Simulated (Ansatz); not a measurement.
Tc:
```
Tc
1.0
    2.73656     0.00000     0.00000
   -1.36828     2.36993     0.00000
    0.00000     0.00000     4.38074
Tc
2
Direct
  0.33333   0.66667   0.75000
  0.66667   0.33333   0.25000
```

Relaxed with r²SCAN. Special points in fractions of this cell's reciprocal vectors: Γ (0.000, 0.000, 0.000); M (0.500, 0.000, 0.000); K (0.333, 0.333, 0.000); A (0.000, 0.000, 0.500); L (0.500, 0.000, 0.500); H (0.333, 0.333, 0.500).

Task: List the band energies nearest the Fermi level at these points for r²SCAN with spin–orbit coupling in the plane-wave PAW code Ansatz.

Result: In eV from the Fermi level; about four levels below and three above (degenerate sets whole), none deeper than 8.9 eV; points with the same levels are listed once.

```tsv
k	below	above
Γ	-0.17 -0.17 -0.04 -0.04	1.73 1.73 2.63 2.63
M	-1.01 -1.01 -0.50 -0.50	3.10 3.10 3.46 3.46
K	-1.93 -1.93 -0.02 -0.02	2.40 2.40 2.52 2.52
A	-1.66 -1.66 -1.66 -1.66	1.97 1.97 1.97 1.97
L	-3.89 -3.89 -3.89 -3.89	0.16 0.16 0.16 0.16
H	-1.87 -1.87 -0.16 -0.16	0.01 0.01 2.74 2.74
```

Space group P6_3/mmc (hcp (Mg type)). The r²SCAN relaxation kept the symmetry of its start. At this level the phase is dynamically unstable (imaginary phonons). No spin polarisation was allowed.

Potentials: the later of the program's two PAW sets.
